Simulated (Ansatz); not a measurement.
ZrW₂ (cubic Laves (MgCu2 type), Fd-3m), PBE in the plane-wave PAW code Ansatz, all energies at zero smearing, with the estimated change up to a 700 eV cutoff added, with one set of potentials and settings (totals compare only within such a set). Cell of 6 atoms (2 Zr, 4 W): -49907.844 eV.

```
element                reference phase  E (eV/atom)
-------  -----------------------------  -----------
Zr       P6_3/mmc, 2 atoms in the cell   -4183.8362
W           Im-3m, 1 atoms in the cell  -10384.8193
```

Formation energy per atom, worked out: (-49907.844 − 2×(-4183.8362) − 4×(-10384.8193))/6 = -0.149 eV/atom (-14 kJ per mol of atoms), at 0 K, without zero-point energy or fitted corrections.

The workflow started from a Materials Project entry (that database holds measured and hypothetical structures alike); the Crystallography Open Database files this formula in space group No. 227, but the cells were not matched. Whether it is the stable phase at ambient conditions was not checked. Symmetry was held in the PBE relaxation; of distortions, only those at the zone centre were tested. The run is not spin-polarised. The references are the lowest solids computed at this level, not always the standard phases. Spin–orbit coupling is left out wherever it is not named.

Potentials: the later of the program's two PAW sets.
